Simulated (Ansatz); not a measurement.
SiMo3 (A15 (Cr3Si type), Pm-3n) under volume change, DFT-PBE in the program Ansatz with PAW potentials, scaled uniformly.

```
V (Å³/atom)  E − E(relaxed) (meV/atom)  P (GPa)
-----------  -------------------------  -------
13.421                           109.9    28.89
13.864                            46.0    17.65
14.306                            10.9     8.09
14.749                             0.0     0.00
15.191                               …        …
15.634                            37.1   -12.74
16.076                               …        …
```

Question: What belongs in the gaps?

Answer: 
- 15.191, E − E(relaxed) (meV/atom): 9.8
- 15.191, P (GPa): -6.88
- 16.076, E − E(relaxed) (meV/atom): 79.3
- 16.076, P (GPa): -17.73

Question: What does a third-order Birch–Murnaghan fit give for V₀, B₀ and B′?

Answer: V₀ = 14.75 Å³/atom, B₀ = 249 GPa, B′ = 4.4.

The cell was relaxed with PBE under the symmetry of its start. No spin polarisation was allowed. Spin–orbit coupling is left out wherever it is not named.

Potentials: the later of the program's two PAW sets.
